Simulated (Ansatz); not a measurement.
AlN:
```xyz
4
Lattice="3.1298 0.0000 0.0000 -1.5649 2.7105 0.0000 0.0000 0.0000 5.0174" Properties=species:S:1:pos:R:3 pbc="T T T"
Al     1.5649     0.9035     2.5049
Al     0.0000     1.8070     5.0135
N      1.5649     0.9035     4.4191
N      0.0000     1.8070     1.9104
```

Relaxed with PBE. Special points in fractions of this cell's reciprocal vectors: Γ (0.000, 0.000, 0.000); M (0.500, 0.000, 0.000); K (0.333, 0.333, 0.000); A (0.000, 0.000, 0.500); L (0.500, 0.000, 0.500); H (0.333, 0.333, 0.500).

Task: List the band energies nearest the valence-band maximum at these points for DFT-PBE in the program Ansatz with PAW potentials.

Result: In eV from the valence-band maximum; about four levels below and three above (degenerate sets whole), none deeper than 8.9 eV; points with the same levels are listed once.

```json
[
 {"k": "Γ", "below": "-0.84 -0.84 -0.20 -0.20 0.00", "above": "4.04 6.52 10.46"},
 {"k": "M", "below": "-3.29 -2.05 -1.74 -0.68", "above": "5.76 5.77 8.03"},
 {"k": "K", "below": "-3.75 -3.75 -2.40 -2.34 -2.34", "above": "5.05 8.27 9.55 9.55"},
 {"k": "A", "below": "-0.53 -0.53 -0.53 -0.53", "above": "6.31 6.31 10.18 10.18"},
 {"k": "L", "below": "-1.44 -1.44 -1.34 -1.34", "above": "5.25 5.25 9.15 9.15"},
 {"k": "H", "below": "-3.78 -3.78 -0.79 -0.79", "above": "7.35 7.35 7.72 7.72"}
]
```

Space group P6_3mc (wurtzite). The cell was relaxed with PBE under the symmetry of its start.

Potentials: the earlier of the program's two PAW sets.
